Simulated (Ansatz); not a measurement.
One crystal and one scan (energy over volume and axial ratio) at two levels, PBE (plane waves to 420 eV, PAW, scalar-relativistic; Ansatz, a first-principles code) and r2SCAN (plane waves to 500 eV, PAW, scalar-relativistic; Ansatz), each from its own relaxed cell and on its own mesh. The cell shown is that of PBE.

TiO2 (anatase)

```yaml
crystal:
  lattice:
    - [-1.89940, 1.89940, 4.85040]
    - [1.89940, -1.89940, 4.85040]
    - [1.89940, 1.89940, -4.85040]
  atoms:
    - { symbol: Ti, position: [0.50000, 0.50000, 0.00000] }
    - { symbol: Ti, position: [0.25000, 0.75000, 0.50000] }
    - { symbol: O, position: [0.29355, 0.29355, 0.00000] }
    - { symbol: O, position: [0.04355, 0.54355, 0.50000] }
    - { symbol: O, position: [0.45645, 0.95645, 0.50000] }
    - { symbol: O, position: [0.70645, 0.70645, 0.00000] }
```

The relaxed cell is deformed in two ways at once: its volume V is scaled, and at that volume it is stretched along z (the c axis of the conventional cell) so that c/a changes. Fractional atomic positions are held.

E stands for the smeared free energy. TiO2 is run without spin polarisation. TiO2 was relaxed with its symmetry unable to fall. As the atoms are clamped, bonds stretch with the cell, which overstates energies and stresses. Percentages come from the unrounded values. Both scans cover V/V₀ from 0.960 to 1.040 and (c/a)/(c/a)₀ from 0.960 to 1.040.

```json
[
 {"quantity": "Lattice constant a (Å)", "PBE": "3.799", "r2SCAN": "3.778", "PBE − r2SCAN": "+0.021 (+0.6 %)"},
 {"quantity": "Lattice constant c (Å)", "PBE": "9.701", "r2SCAN": "9.584", "PBE − r2SCAN": "+0.117 (+1.2 %)"},
 {"quantity": "Relaxed volume (Å³/atom)", "PBE": "11.67", "r2SCAN": "11.40", "PBE − r2SCAN": "+0.27 (+2.3 %)"},
 {"quantity": "Band gap of the relaxed cell, no spin-orbit coupling (eV)", "PBE": "2.13", "r2SCAN": "2.53", "PBE − r2SCAN": "-0.40 (-16 %)"},
 {"quantity": "Modulus against c/a change at fixed volume, (3/4V)·∂²E/∂(ln c/a)² (fit, atoms clamped) (GPa)", "PBE": "107", "r2SCAN": "124", "PBE − r2SCAN": "-17 (-14 %)"}
]
```

PBE gives the higher value for: lattice constant a; lattice constant c; relaxed volume. PBE gives the lower value for: band gap of the relaxed cell, no spin-orbit coupling; modulus against c/a change at fixed volume.

(A scan under strain: stresses follow from slopes of the energy per volume, elastic moduli from its curvatures.)
